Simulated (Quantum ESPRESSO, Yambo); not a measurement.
CdCl2: DFT and GW levels

```
CdCl2
1.0
    1.92816     1.11322     5.85617
   -1.92816     1.11322     5.85617
    0.00000    -2.22644     5.85617
Cl Cd
2 1
Direct
  0.74874   0.74874   0.74874
  0.25126   0.25126   0.25126
  0.00000   0.00000   0.00000
```

Cell and atoms were relaxed with PBE+D3(BJ) from Materials Project entry mp-22881, within its symmetry.

Starting point: PBEsol (Quantum ESPRESSO, PseudoDojo norm-conserving, 102 Ry, without SOC). G0W0 in Yambo: 4×4×4 Γ-centred k mesh, bands 5 to 146 and a 8 Ry block in the screening, 146 bands in G with the Bruneval-Gonze terminator, plasmon pole fitted at 27.2 eV.

| Property | Result |
|---|---|
| PBEsol gap along the band path | 3.31 eV |
| PBEsol gap between the mesh's edge points (F → Γ) | 3.31 eV |
| G0W0 gap between the same points | 5.52 eV |
| PBEsol smallest direct gap on the mesh (at Γ) | 3.52 eV |
| G0W0 direct gap at that point | 5.70 eV |

```tsv
k point	band	E PBEsol (eV)	E QP (eV)	shift (eV)	Z
Γ	VB	-0.21	-1.67	-1.45	0.80
Γ	CB	3.31	4.03	0.72	0.84
L	VB	-0.34	-1.81	-1.47	0.80
L	CB	4.86	5.90	1.04	0.83
F	VB	0.00	-1.48	-1.48	0.80
F	CB	4.33	5.28	0.95	0.84
Z	VB	-0.10	-1.54	-1.44	0.80
Z	CB	4.42	5.26	0.83	0.83
```

Energies count from the PBEsol valence-band maximum.

Nearest settings tried, and what they do to the gap: 3 Ry block (49 vectors against 201): -193 meV. Not varied: bands in G, bands in W, mesh. So the settings aren't converged at that level.

Spin-orbit splittings are left out.
